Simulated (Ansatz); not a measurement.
# Data sheet: SiSnPd$_{5}$ (DFT)

SiSnPd₅:
```cif
data_Pd5SiSn
_chemical_formula_sum 'Si1 Sn1 Pd5'
_space_group_name_H-M_alt 'P4/mmm'
_space_group_IT_number 123
_space_group_name_Hall '-P 4 2'
_cell_length_a 3.97454
_cell_length_b 3.97454
_cell_length_c 6.93383
_cell_angle_alpha 90.000
_cell_angle_beta 90.000
_cell_angle_gamma 90.000
loop_
_atom_site_label
_atom_site_type_symbol
_atom_site_symmetry_multiplicity
_atom_site_Wyckoff_symbol
_atom_site_fract_x
_atom_site_fract_y
_atom_site_fract_z
_atom_site_occupancy
Si1 Si 1 b 0.00000 0.00000 0.50000 1
Sn1 Sn 1 c 0.50000 0.50000 0.00000 1
Pd1 Pd 1 a 0.00000 0.00000 0.00000 1
Pd2 Pd 4 i 0.00000 0.50000 0.29568 1
```

Space group P4/mmm (No. 123); conventional cell a = b = 3.975 Å, c = 6.934 Å, α = β = γ = 90.00°.

Method: DFT-r²SCAN in the program Ansatz with PAW potentials. Structure relaxed to zero pressure with the same functional. Other levels are named where they apply.

Cell and energy:

- Volume per atom = 15.65 Å³
- Density = 10.29 g/cm³
- Formation energy from the elements (no fitted shifts) = -0.62 eV/atom

Electronic structure:

- Electronic character: metallic (no gap)
- Density of states at the Fermi level: 0.13 states/eV per atom (mean over ±0.08 eV)

The first step of the workflow began from a Materials Project structure, measured or hypothetical; the Crystallography Open Database copy checked does not list it. Its standing as an ambient phase is unchecked. The r²SCAN relaxation kept the symmetry of its start; whether a distortion lowers the energy is not shown. No spin polarisation was allowed. The references are the lowest solids computed at this level, not always the standard phases. Scalar-relativistic: spin–orbit coupling is off unless named, which matters more the heavier the elements.

Potentials: the later of the program's two PAW sets.
